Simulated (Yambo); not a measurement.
Yambo run on SiO2 (space group P2_1, No. 4). The wavefunctions come from this Quantum ESPRESSO step (PBEsol, PseudoDojo standard norm-conserving files, scalar-relativistic):

```
&CONTROL
  calculation = 'nscf'
  pseudo_dir = './pseudo'
  outdir = './out'
/
&SYSTEM
  ibrav = 0
  nat = 12
  ntyp = 2
  ecutwfc = 84.0
  ecutrho = 336.0
  occupations = 'fixed'
  force_symmorphic = .true.
  nbnd = 258
/
&ELECTRONS
  conv_thr = 1.2000000000000002e-08
  diago_full_acc = .true.
  diago_thr_init = 1e-08
/
ATOMIC_SPECIES
O 15.9990 O.upf
Si 28.0850 Si.upf
CELL_PARAMETERS angstrom
  4.930780000000   0.000000000000   0.000000000000
  0.000000000000   8.179710000000   0.000000000000
 -2.378053000000   0.000000000000   4.404031000000
ATOMIC_POSITIONS crystal
O   0.451180000000   0.946270000000   0.590220000000
O   0.548820000000   0.446270000000   0.409780000000
O   0.650780000000   0.750690000000   0.309440000000
O   0.349220000000   0.250690000000   0.690560000000
O   0.109110000000   0.545420000000   0.534100000000
O   0.890890000000   0.045420000000   0.465900000000
O   0.677500000000   0.511290000000   0.969440000000
O   0.322500000000   0.011290000000   0.030560000000
Si   0.581460000000   0.937780000000   0.349490000000
Si   0.418540000000   0.437780000000   0.650510000000
Si   0.745750000000   0.563660000000   0.306220000000
Si   0.254250000000   0.063660000000   0.693780000000
K_POINTS automatic
2 1 2 0 0 0
```

Yambo input:

```
rim_cut
gw0
dyson
el_el_corr
HF_and_locXC
ppa
em1d
RandQpts= 1000000
RandGvec= 1 Ry
EXXRLvcs= 84 Ry
VXCRLvcs= 336 Ry
Chimod= "HARTREE"
% BndsRnXp
 1 | 257 |
%
NGsBlkXp= 7 Ry
% LongDrXp
 1.0 | 1.0 | 1.0 |
%
PPAPntXp= 27.2114 eV
% GbndRnge
 1 | 257 |
%
GTermKind= "BG"
DysSolver= "n"
ExtendOut
% QPkrange
 1 | 1 | 32 | 33 |
 2 | 2 | 32 | 33 |
 3 | 3 | 32 | 33 |
 4 | 4 | 32 | 33 |
%
```

k points by index: 1 = Γ, 2 = (0, 0, -0.5), 3 = (-0.5, 0, 0), 4 = (-0.5, 0, -0.5).

The o-*.qp file then holds:

```
#    K-point    Band    Eo [eV]    E [eV]    E-Eo [eV]    Vxc [eV]    Vnlxc [eV]    Sc|Eo [eV]    Sc|E [eV]    dSc/dw|Eo [eV]    Re(Z)    Im(Z)
#
    1    32    0.000000    -1.807949    -1.807949    -19.85444    -25.75062    3.701763    4.088237    -5.816461    0.823891    -0.001001
    1    33    5.739249    6.802560    1.063311    -9.556934    -5.384683    -2.966841    -3.108940    -3.636243    0.882122    -0.721575E-3
    2    32    -0.002946    -1.808626    -1.805680    -19.89253    -25.78973    3.705332    4.091526    -5.819572    0.823813    -0.001001
    2    33    7.981755    9.518619    1.536864    -11.87475    -6.847107    -3.257102    -3.490781    -4.137254    0.868024    -0.796252E-3
    3    32    -0.233382    -2.076449    -1.843068    -19.72567    -25.66629    3.703143    4.097548    -5.822732    0.823735    -0.998008E-3
    3    33    8.072462    9.646716    1.574254    -12.09693    -6.962554    -3.318404    -3.560126    -4.178007    0.866897    -0.811555E-3
    4    32    -0.054485    -1.865279    -1.810794    -19.90928    -25.80621    3.699106    4.086132    -5.815616    0.823912    -0.001004
    4    33    8.125394    9.681274    1.555880    -11.93694    -6.844882    -3.298597    -3.536180    -4.154968    0.867534    -0.781876E-3
```
(The two width columns are left out.) Convergence of these settings isn't established.

Geometry of the Materials Project entry, not relaxed at this level.

This is not the ordinary phase of the substance; no match was found in the copy of COD used, and its stability was not checked.
